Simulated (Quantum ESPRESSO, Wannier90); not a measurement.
# Wannier functions of TiO2 (anatase)

```
CELL_PARAMETERS angstrom
      0.00000    -3.78254     0.00000
      3.78254     0.00000     0.00000
     -1.89127     1.89127     4.80751
ATOMIC_POSITIONS crystal
  Ti 0.00000 0.00000 0.00000
  Ti 0.75000 0.25000 0.50000
  O  0.95715 0.45715 0.91430
  O  0.20715 0.20715 0.41430
  O  0.79285 0.79285 0.58570
  O  0.54285 0.04285 0.08570
```

Cell from Materials Project (mp-390), symmetrised, no further relaxation. COD (Crystallography Open Database) has the formula in 6 space groups, this one among them (matched by group alone). Level: PBEsol, no spin polarisation, no spin-orbit coupling; pw.x of Quantum ESPRESSO at 68 Ry with PseudoDojo potentials, 8×8×8 k-points, Wannier90. Density: 10×10×10 mesh, cold smearing 0.01 Ry.

Base run: 22 functions from bands 13-50 of the 50 computed, start hydrogen-like Ti: d; O: p, centres 0.05 Å off the atoms, frozen window up to 3.62 eV relative to the valence-band maximum, outer window open. One setting was then changed (edges relative to the valence-band maximum; misfit to pw.x on a path, for states up to 3.1 eV relative to the valence-band maximum).

```tsv
run	Ω_I (Å²)	rms misfit (meV)	worst (meV)
base	14.94	0.2	1.7
changed	14.70	1.7	39
```

Problem. Which change was made?
(A) frozen window to 4.62 eV
(B) only the lowest 24 of the kept bands
(C) frozen window to 3.12 eV

Solution. C, frozen window to 3.12 eV. The others give:

```tsv
run	Ω_I (Å²)	rms misfit (meV)	worst (meV)
frozen window to 4.62 eV	15.08	0.2	1.0
only the lowest 24 of the kept bands	15.43	0.2	1.0
```
